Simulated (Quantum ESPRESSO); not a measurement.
# RhTi2Cu2GaIn2: one run as intended and one with a planted mistake

A calculation, not a measurement. The program is pw.x of Quantum ESPRESSO 7.5 (plane-wave density functional theory). The cell is made up: eight metal atoms on a face-centred cubic lattice, with elements, volume, strain and displacements drawn at random and not relaxed, so it may be unstable or far from any real phase. PseudoDojo standard norm-conserving files set the functional (PBE unless stated); there is no spin polarisation or spin-orbit coupling, the Fermi-Dirac width of 0.25 eV means electrons at about 2900 K, and the masses in the input are unused placeholders. The copper pseudopotential is less sure than most, with forces differing by about three percent and pressure by about two GPa from a second method on plain copper. A spin test at this wide smearing found no moment, but such smearing suppresses magnetism that the real alloy may have.

Intended input:

```
&control calculation='scf', pseudo_dir='./dojo.nc.sr.pbe.v0_5.standard.upf', outdir='./o', disk_io='minimal', tprnfor=.true., tstress=.true. /
&system ibrav=0, nat=8, ntyp=5, nbnd=71, ecutwfc=92.02030273, nosym=.true., tot_charge=0,
 occupations='smearing', smearing='fd', degauss=0.0183746611
/
&electrons conv_thr=1.470e-08, electron_maxstep=70, mixing_beta=0.5 /
ATOMIC_SPECIES
Cu 1.0 Cu.upf
Ga 1.0 Ga.upf
In 1.0 In.upf
Rh 1.0 Rh.upf
Ti 1.0 Ti.upf
CELL_PARAMETERS angstrom
2.0189 4.1289 2.0715
1.9999 -4.0831 1.9989
2.0828 -0.0498 -6.1791
ATOMIC_POSITIONS angstrom
Rh 0.0294 -0.1004 -0.057
Ti 2.0559 -2.1056 -0.0614
Cu 2.0236 0.0152 -2.0834
Ga 4.0077 -2.1832 -1.9794
In 2.1318 0.1215 2.0338
Ti 1.9977 1.9094 -0.1131
In 3.9232 -0.0696 -0.1384
Cu 4.2691 1.9718 -2.1703
K_POINTS automatic
5 5 4 1 1 1
```

The log is shortened where brackets say so; the opening notice, blank lines, dates and the lines on written files are dropped, and the path of the files is cut. It prints rydbergs, bohrs and kilobars, and counts compression as positive stress. Its total energy is the free energy E - TS of the whole cell.

Log of the intended run:

```
     Program PWSCF v.7.5
     Parallel version (MPI & OpenMP), running on       4 processor cores
     Number of MPI processes:                 4
     Threads/MPI process:                     1
     [start-up lines left out]
     bravais-lattice index     =            0
     lattice parameter (alat)  =       9.5267  a.u.
     unit-cell volume          =     922.9089 (a.u.)^3
     number of atoms/cell      =            8
     number of atomic types    =            5
     number of electrons       =       118.00
     number of Kohn-Sham states=           71
     kinetic-energy cutoff     =      92.0203  Ry
     charge density cutoff     =     368.0812  Ry
     scf convergence threshold =      1.5E-08
     mixing beta               =       0.5000
     number of iterations used =            8  plain     mixing
     Exchange-correlation= PBE
                           (   1   4   3   4   0   0   0)
     [axes and pseudopotential details left out]
   Cartesian axes
     site n.     atom                  positions (alat units)
         1        Rh     tau(   1) = (   0.0058318  -0.0199154  -0.0113066  )
         2        Ti     tau(   2) = (   0.4078100  -0.4176686  -0.0121794  )
         3        Cu     tau(   3) = (   0.4014030   0.0030151  -0.4132650  )
         4        Ga     tau(   4) = (   0.7949707  -0.4330614  -0.3926354  )
         5        In     tau(   5) = (   0.4228656   0.0241008   0.4034263  )
         6        Ti     tau(   6) = (   0.3962654   0.3787502  -0.0224346  )
         7        In     tau(   7) = (   0.7782092  -0.0138059  -0.0274531  )
         8        Cu     tau(   8) = (   0.8468222   0.3911279  -0.4305025  )
     number of k points=    50  Fermi-Dirac smearing, width (Ry)=  0.0184
                       cart. coord. in units 2pi/alat
        k(    1) = (   0.2640384  -0.0004962  -0.0129794), wk =   0.0400000
        k(    2) = (   0.4180433   0.0004919  -0.1650431), wk =   0.0400000
     [further k points left out]
     Dense  grid:   110063 G-vectors     FFT dimensions: (  60,  60,  75)
     Estimated max dynamical RAM per process >     385.02 MB
     Estimated total dynamical RAM >       1.43 GB
     Initial potential from superposition of free atoms
     starting charge     117.9851, renormalised to     118.0000
     Starting wfcs are   77 randomized atomic wfcs
     total cpu time spent up to now is       13.3 secs
     per-process dynamical memory:   305.8 Mb
     Self-consistent Calculation
     iteration #  1     ecut=    92.02 Ry     beta= 0.50
     Davidson diagonalization with overlap
     ethr =  1.00E-02,  avg # of iterations =  3.2
     total cpu time spent up to now is       44.5 secs
     total energy              =   -1638.54434391 Ry
     estimated scf accuracy    <      15.77034911 Ry
     iteration #  2     ecut=    92.02 Ry     beta= 0.50
     Davidson diagonalization with overlap
     ethr =  1.00E-02,  avg # of iterations =  3.2
     total cpu time spent up to now is       80.8 secs
     total energy              =   -1647.63549331 Ry
     estimated scf accuracy    <      45.48243694 Ry
     [iterations 3 to 17 left out]
     iteration # 18     ecut=    92.02 Ry     beta= 0.50
     Davidson diagonalization with overlap
     ethr =  2.15E-10,  avg # of iterations =  1.0
     total cpu time spent up to now is      508.2 secs
     total energy              =   -1649.24078182 Ry
     estimated scf accuracy    <       0.00000004 Ry
     iteration # 19     ecut=    92.02 Ry     beta= 0.50
     Davidson diagonalization with overlap
     ethr =  3.52E-11,  avg # of iterations =  2.0
     total cpu time spent up to now is      533.2 secs
     End of self-consistent calculation
     [lines on levels left out]
!    total energy              =   -1649.24078183 Ry
     estimated scf accuracy    <          9.2E-10 Ry
     smearing contrib. (-TS)   =      -0.09580575 Ry
     internal energy E=F+TS    =   -1649.14497608 Ry
     The total energy is F=E-TS. E is the sum of the following terms:
     one-electron contribution =    -776.82331970 Ry
     hartree contribution      =     462.74420481 Ry
     xc contribution           =    -288.17617982 Ry
     ewald contribution        =   -1046.88968137 Ry
     convergence has been achieved in  19 iterations
     Forces acting on atoms (cartesian axes, Ry/au):
     atom    1 type  4   force =     0.02806436   -0.00183989   -0.00610038
     atom    2 type  5   force =    -0.01353388    0.01239969   -0.00074461
     atom    3 type  1   force =    -0.01631032   -0.01222583   -0.00037390
     atom    4 type  2   force =     0.00823149    0.00182367   -0.02556433
     atom    5 type  3   force =    -0.05771157   -0.04847635    0.03453610
     atom    6 type  5   force =    -0.02369534    0.02783418    0.01653533
     atom    7 type  3   force =     0.08035790    0.00842558   -0.03358475
     atom    8 type  1   force =    -0.00540264    0.01205896    0.01529652
     Total force =     0.137309     Total SCF correction =     0.000138
     Computing stress (Cartesian axis) and pressure
          total   stress  (Ry/bohr**3)                   (kbar)     P=      -12.07
  -0.00004693  -0.00001531  -0.00007141           -6.90       -2.25      -10.51
  -0.00001531  -0.00005389  -0.00002250           -2.25       -7.93       -3.31
  -0.00007141  -0.00002250  -0.00014531          -10.51       -3.31      -21.38
     init_run     :      9.15s CPU      9.57s WALL (       1 calls)
     electrons    :    505.55s CPU    519.97s WALL (       1 calls)
     forces       :      3.83s CPU      3.88s WALL (       1 calls)
     stress       :     11.12s CPU     11.16s WALL (       1 calls)
     [timing details left out]
     PWSCF        :   8m53.34s CPU   9m 8.46s WALL
     JOB DONE.
```

A second run has one planted mistake: the cell and the positions are scaled by a wrong factor. The input lines that differ:

```
- 2.0189 4.1289 2.0715
- 1.9999 -4.0831 1.9989
- 2.0828 -0.0498 -6.1791
+ 1.9868 4.0633 2.0386
+ 1.9681 -4.0182 1.9671
+ 2.0497 -0.049 -6.0809
- Rh 0.0294 -0.1004 -0.057
- Ti 2.0559 -2.1056 -0.0614
- Cu 2.0236 0.0152 -2.0834
- Ga 4.0077 -2.1832 -1.9794
- In 2.1318 0.1215 2.0338
- Ti 1.9977 1.9094 -0.1131
- In 3.9232 -0.0696 -0.1384
- Cu 4.2691 1.9718 -2.1703
+ Rh 0.0289 -0.0988 -0.0561
+ Ti 2.0232 -2.0721 -0.0604
+ Cu 1.9914 0.015 -2.0503
+ Ga 3.944 -2.1485 -1.9479
+ In 2.0979 0.1196 2.0015
+ Ti 1.9659 1.879 -0.1113
+ In 3.8608 -0.0685 -0.1362
+ Cu 4.2012 1.9404 -2.1358
```

Its log:

```
     Program PWSCF v.7.5
     Parallel version (MPI & OpenMP), running on       4 processor cores
     Number of MPI processes:                 4
     Threads/MPI process:                     1
     [start-up lines left out]
     bravais-lattice index     =            0
     lattice parameter (alat)  =       9.3753  a.u.
     unit-cell volume          =     879.5979 (a.u.)^3
     number of atoms/cell      =            8
     number of atomic types    =            5
     number of electrons       =       118.00
     number of Kohn-Sham states=           71
     kinetic-energy cutoff     =      92.0203  Ry
     charge density cutoff     =     368.0812  Ry
     scf convergence threshold =      1.5E-08
     mixing beta               =       0.5000
     number of iterations used =            8  plain     mixing
     Exchange-correlation= PBE
                           (   1   4   3   4   0   0   0)
     [axes and pseudopotential details left out]
   Cartesian axes
     site n.     atom                  positions (alat units)
         1        Rh     tau(   1) = (   0.0058252  -0.0199145  -0.0113077  )
         2        Ti     tau(   2) = (   0.4078032  -0.4176596  -0.0121744  )
         3        Cu     tau(   3) = (   0.4013935   0.0030235  -0.4132656  )
         4        Ga     tau(   4) = (   0.7949663  -0.4330591  -0.3926255  )
         5        In     tau(   5) = (   0.4228600   0.0241070   0.4034293  )
         6        Ti     tau(   6) = (   0.3962536   0.3787377  -0.0224340  )
         7        In     tau(   7) = (   0.7781962  -0.0138071  -0.0274529  )
         8        Cu     tau(   8) = (   0.8468084   0.3911137  -0.4304992  )
     number of k points=    50  Fermi-Dirac smearing, width (Ry)=  0.0184
                       cart. coord. in units 2pi/alat
        k(    1) = (   0.2640409  -0.0004961  -0.0129789), wk =   0.0400000
        k(    2) = (   0.4180469   0.0004929  -0.1650430), wk =   0.0400000
     [further k points left out]
     Dense  grid:   104951 G-vectors     FFT dimensions: (  60,  60,  75)
     Estimated max dynamical RAM per process >     368.27 MB
     Estimated total dynamical RAM >       1.36 GB
     Initial potential from superposition of free atoms
     starting charge     117.9851, renormalised to     118.0000
     Starting wfcs are   77 randomized atomic wfcs
     total cpu time spent up to now is        9.3 secs
     per-process dynamical memory:   284.1 Mb
     Self-consistent Calculation
     iteration #  1     ecut=    92.02 Ry     beta= 0.50
     Davidson diagonalization with overlap
     ethr =  1.00E-02,  avg # of iterations =  3.2
     total cpu time spent up to now is       36.8 secs
     total energy              =   -1638.40296176 Ry
     estimated scf accuracy    <      16.02992610 Ry
     iteration #  2     ecut=    92.02 Ry     beta= 0.50
     Davidson diagonalization with overlap
     ethr =  1.00E-02,  avg # of iterations =  3.2
     total cpu time spent up to now is       66.6 secs
     total energy              =   -1647.73737493 Ry
     estimated scf accuracy    <      44.82318768 Ry
     [iterations 3 to 15 left out]
     iteration # 16     ecut=    92.02 Ry     beta= 0.50
     Davidson diagonalization with overlap
     ethr =  4.32E-10,  avg # of iterations =  3.3
     total cpu time spent up to now is      387.6 secs
     total energy              =   -1649.23696960 Ry
     estimated scf accuracy    <       0.00000003 Ry
     iteration # 17     ecut=    92.02 Ry     beta= 0.50
     Davidson diagonalization with overlap
     ethr =  2.81E-11,  avg # of iterations =  4.6
     total cpu time spent up to now is      412.0 secs
     End of self-consistent calculation
     [lines on levels left out]
!    total energy              =   -1649.23696961 Ry
     estimated scf accuracy    <          3.1E-09 Ry
     smearing contrib. (-TS)   =      -0.09091663 Ry
     internal energy E=F+TS    =   -1649.14605297 Ry
     The total energy is F=E-TS. E is the sum of the following terms:
     one-electron contribution =    -749.84038801 Ry
     hartree contribution      =     452.88988115 Ry
     xc contribution           =    -288.40021243 Ry
     ewald contribution        =   -1063.79533368 Ry
     convergence has been achieved in  17 iterations
     Forces acting on atoms (cartesian axes, Ry/au):
     atom    1 type  4   force =     0.02947253   -0.00406556   -0.00212746
     atom    2 type  5   force =    -0.01462986    0.01428897   -0.00164227
     atom    3 type  1   force =    -0.01534321   -0.01665385   -0.00492808
     atom    4 type  2   force =     0.00963194    0.00266988   -0.03059665
     atom    5 type  3   force =    -0.06850768   -0.05592753    0.03926031
     atom    6 type  5   force =    -0.02435076    0.03456804    0.01712595
     atom    7 type  3   force =     0.09312794    0.00950679   -0.03739908
     atom    8 type  1   force =    -0.00940089    0.01561326    0.02030728
     Total force =     0.158852     Total SCF correction =     0.000246
     Computing stress (Cartesian axis) and pressure
          total   stress  (Ry/bohr**3)                   (kbar)     P=       40.01
   0.00030822  -0.00002249  -0.00008807           45.34       -3.31      -12.96
  -0.00002249   0.00030824  -0.00003945           -3.31       45.34       -5.80
  -0.00008807  -0.00003945   0.00019957          -12.96       -5.80       29.36
     init_run     :      8.63s CPU      9.11s WALL (       1 calls)
     electrons    :    400.71s CPU    402.73s WALL (       1 calls)
     forces       :      2.77s CPU      2.80s WALL (       1 calls)
     stress       :     10.96s CPU     10.97s WALL (       1 calls)
     [timing details left out]
     PWSCF        :   7m 3.35s CPU   7m 5.93s WALL
     JOB DONE.
```

```
                                            intended run  run with the mistake
                          free energy (eV)    -22439.064            -22439.012
         entropy term -TS, part of it (eV)        -1.304                -1.237
                            pressure (GPa)         -1.21                  4.00
size of the largest force component (eV/Å)         2.066                 2.394
largest change of a force component (eV/Å)                               0.328
                                iterations            19                    17
```

For scale, a rerun of the intended cell at a higher cutoff and on a denser mesh moved values by no more than 0.003 eV in energy, 0.04 GPa in stress and 0.006 eV/Å in force, and a second program with other atomic files agreed on that cell to 2 % rms in force and 0.5 GPa in pressure.